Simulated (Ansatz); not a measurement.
Input and command of a calculation in Ansatz (plane waves; scalar-relativistic PAW potentials unless the input names others):

```yaml
crystal:
  lattice:
    - [0.0, 2.0787, 2.0787]
    - [2.0787, 0.0, 2.0787]
    - [2.0787, 2.0787, 0.0]
  atoms:
    - { symbol: Ti, position: [0.0, 0.0, 0.0] }
    - { symbol: C, position: [0.5, 0.5, 0.5] }
basis:
  ecutwfc: 420
kpoints:
  mp_grid: { grid: [18, 18, 18] }
hamiltonian:
  xc: pbe
scf:
  occupations: { method: tetrahedron_uncorrected }
output:
  forces: true
  eigenvalues: true
  stress: true
```

```bash
ansatz run input.yaml --threads 1 --pin off --max-ram 1228MiB --backend cpu --events-out ev --progress --plain --runs-dir out
```

Abridged log:
```
Basis set: ecut = 420 eV, 339 PW (Γ), exchange–correlation on 40×40×40 points (8 copies of the dense FFT grid, shifted against one another)
Bands: 12, of which v1, the nominal top of the filled ones, is band 8 counted from 1 (7 counted from 0)
Symmetry: 48 space group operations
k-points: 195 of 5832
SCF iter   1: F=—  HF=-2752.002411 eV  |F-HF|=—  |Δ(HF+E_count)|=         —  Δρ=4.21e-3  dr2=2.69e-3  ethr=1.77e-3  ⟨swp⟩=4.5  Hψ=11228  notcnv=0
SCF iter   2: F=—  HF=-2752.001798 eV  |F-HF|=—  |Δ(HF+E_count)|=   6.13e-4  Δρ=1.83e-3  dr2=3.03e-4  ethr=1.68e-5  ⟨swp⟩=2.0  Hψ=4656  notcnv=0  defer=1
SCF iter   3: F=—  HF=-2752.001806 eV  |F-HF|=—  |Δ(HF+E_count)|=   8.10e-6  Δρ=8.30e-4  dr2=5.97e-5  ethr=1.89e-6  ⟨swp⟩=2.1  Hψ=3213  notcnv=0  defer=1
SCF iter   4: F=—  HF=-2752.001812 eV  |F-HF|=—  |Δ(HF+E_count)|=   6.59e-6  Δρ=8.69e-5  dr2=1.45e-6  ethr=3.73e-7  ⟨swp⟩=2.2  Hψ=3528  notcnv=0  defer=1
SCF iter   5: F=-2752.001812 eV  HF=-2752.001812 eV  |F-HF|=1.33e-8  |Δ(HF+E_count)|=   6.28e-8  Δρ=1.78e-5  dr2=4.88e-8  ethr=9.08e-9  ⟨swp⟩=2.0  Hψ=3896  notcnv=0  defer=1
SCF iter   6: F=-2752.001812 eV  HF=-2752.001812 eV  |F-HF|=1.58e-9  |Δ(HF+E_count)|=   1.07e-8  Δρ=3.04e-6  dr2=1.96e-9  ethr=3.05e-10  ⟨swp⟩=2.1  Hψ=8584  notcnv=0
SCF 1 converged in 6 iterations: F = -2752.001812 eV  dr2 = 1.96e-9
SCF converged after 6 iterations
Free energy (F): -2752.001812 eV
Harris-Foulkes:  -2752.001812 eV  (|F-HF|=1.58e-9)
Internal energy: -2752.001784 eV  (E = F + TS)
E sigma→0 (E₀):  -2752.001812 eV
Entropy (-TS):   -0.000028 eV (-0.014 meV/atom)
Fermi energy:    16.939121 eV
--- Forces (eV/Å), atoms counted from 1 ---
  atom   1  Ti     0.00000000     0.00000000     0.00000000
  atom   2  C      0.00000000     0.00000000     0.00000000
--- Stress (GPa, compression-positive) ---
       39.807528       0.000000       0.000000
        0.000000      39.807528       0.000000
        0.000000       0.000000      39.807528
  P = ⅓ Tr σ = 39.8075 GPa (398.075 kbar)
```

Apart from outputs and empty bands, the input differs from a reference run on usual settings in scf.occupations.width: 0.15 → not typed; scf.occupations.method: "fermi_dirac" → "tetrahedron_uncorrected". The reference, at the same geometry (not necessarily relaxed), gave pressure 39.87 GPa, largest force 0.000 eV/Å, no gap on the mesh. This run converged in 6 SCF iterations (reference: 6) with an energy at zero smearing 1.88 meV/atom above the reference's, pressure 39.81 GPa, largest force 0.000 eV/Å, no gap on the mesh.